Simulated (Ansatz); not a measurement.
Computed with DFT PBE, scalar-relativistic, plane waves, PAW (Ansatz). All cells share a 420 eV cutoff and Γ-centred k meshes spaced at most about 0.3 Å⁻¹ (2π included). No spin polarisation in the final relaxations.

These are static total energies at zero pressure.

Compare these two cells of Sn3PbO4, each relaxed at this level.

A.

```xyz
8
Lattice="-2.7627 2.7627 5.1893 2.7627 -2.7627 5.1893 2.7627 2.7627 -5.1893" Properties=species:S:1:pos:R:3 pbc="T T T"
Sn    0.0000    0.0000    1.4739
Sn    2.7627    0.0000    3.7330
Sn    0.0000    2.7627    3.7330
Pb    0.0000    0.0000    6.5020
O    -1.3570    1.3570    2.6262
O     1.3570   -1.3570    2.6262
O     1.3570    1.3570    2.6262
O     1.4057    1.4057   -2.5632
```

B.

```xyz
8
Lattice="3.9069 0.0000 0.0000 0.0000 3.9069 0.0000 0.0000 0.0000 10.4021" Properties=species:S:1:pos:R:3 pbc="T T T"
Sn    1.9534    1.9534    1.0419
Sn    1.9534    1.9534    6.4367
Sn    0.0000    0.0000    9.1477
Pb    0.0000    0.0000    4.0476
O     0.0000    1.9534   10.3347
O     0.0000    1.9534    5.3337
O     1.9534    0.0000   10.3347
O     1.9534    0.0000    5.3337
```

Question: Which arrangement of the elements on these sites is preferred, and by what margin?

Answer: A is lower, by 12 meV/atom. The two share one framework of sites and differ in which element sits where. A has space group I4mm (No. 107), 19.8 Å³/atom and a gap of 0.74 eV on its mesh; B has space group P4mm (No. 99), 19.8 Å³/atom and a gap of 0.82 eV. Counting O atoms around Pb and Sn (those within 1.25 times the shortest such distance or 1.15 times the sum of covalent radii, 1.27 where that leaves under three), A and B both have Sn 4, Pb 4. Both come from invented guesses.

Weakly bound directions are ill-defined at this level, which has no dispersion term (I4mm, P4mm), and this can change margins and order among such cells. These runs have no spin–orbit coupling, which can matter for Pb. Kohn–Sham gaps at this level usually fall short of measured ones. The missing spin–orbit coupling can work the other way here. Cells relaxed within their symmetry can be saddle points.
